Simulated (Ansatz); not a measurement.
# Find the missing element

Cell vectors (Å):

```
 2.5202  0.0000  0.0000
-1.2601  2.1826  0.0000
 0.0000  0.0000  4.1178
```

```
atom       a       b       c
   X  0.3333  0.6667  0.2500
   X  0.6667  0.3333  0.7500
```

Method: PBEsol, all-electron LAPW in Ansatz 0.2.0, scalar-relativistic. k mesh 18×18×10, strains of ±0.005, Fermi-Dirac smearing of 0.050 eV.

Elastic constants of a crystal by Kohn-Sham DFT: slopes of the stress over finite engineering strains of the given cell, Voigt indices, Cartesian axes as in the cell vectors.

```
index  elastic (GPa)
   11          235.3
   12          161.1
   13          101.9
   33          296.1
   44           33.8
```

Question: All X atoms are one element. Which one was computed?

Answer: Cu; the crystal is Cu (P6_3/mmc, a database entry that needn't be its stable phase).

Keep in mind: responses of metals move with mesh and smearing; elastic stability says nothing of phonons or of other phases.
